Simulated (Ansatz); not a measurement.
Relaxed-ion elastic tensor of AlRu (CsCl type, Pm-3m) in GPa (Voigt order), the program Ansatz at the PBEsol level (PAW); density 8.07 g/cm³, 13.18 Å³ per atom.

|  | 1 | 2 | 3 | 4 | 5 | 6 |
|---|---|---|---|---|---|---|
| 1 | 340 | 159 | 159 | 0.0 | 0.0 | 0.0 |
| 2 | 159 | 340 | 159 | 0.0 | 0.0 | 0.0 |
| 3 | 159 | 159 | 340 | 0.0 | 0.0 | 0.0 |
| 4 | 0.0 | 0.0 | 0.0 | 136 | 0.0 | 0.0 |
| 5 | 0.0 | 0.0 | 0.0 | 0.0 | 136 | 0.0 |
| 6 | 0.0 | 0.0 | 0.0 | 0.0 | 0.0 | 136 |

Q: Is the crystal mechanically stable?

A: Yes: the smallest eigenvalue of C is 136 GPa.

Q: Work out the Voigt, Reuss and Hill averages.

A: K_V = 219, K_R = 219, K_H = 219; G_V = 118, G_R = 113, G_H = 116 GPa.

Q: Give Young's modulus, Poisson's ratio, Pugh's ratio and the universal anisotropy index.

A: E = 9KG/(3K + G) = 295 GPa; ν = 0.28; K/G = 1.90 (ductile by the Pugh limit of 1.75); A_U = 5G_V/G_R + K_V/K_R − 6 = 0.20.

Q: Estimate the sound speeds and the Debye temperature.

A: v_l = √((K + 4G/3)/ρ) = 6800 m/s, v_t = √(G/ρ) = 3780 m/s, mean 4220 m/s; Θ = (h/k)(3n/4πV)^(1/3) v_m = 531 K.

Q: Give the Zener ratio and Young's modulus along [100], [110] and [111].

A: A = 2C44/(C11 − C12) = 1.51; 1/E = S11 − 2(S11 − S12 − S44/2)Γ with Γ = 0, 1/4, 1/3 gives 238, 306, 339 GPa.

The cell was relaxed with PBEsol under the symmetry of its start; of distortions, only those at the zone centre were tested. No spin polarisation was allowed. As this level gives no gap, shear constants depend on the k-mesh and smearing (Fermi–Dirac, 0.1 eV here).

Potentials: the earlier of the program's two PAW sets.
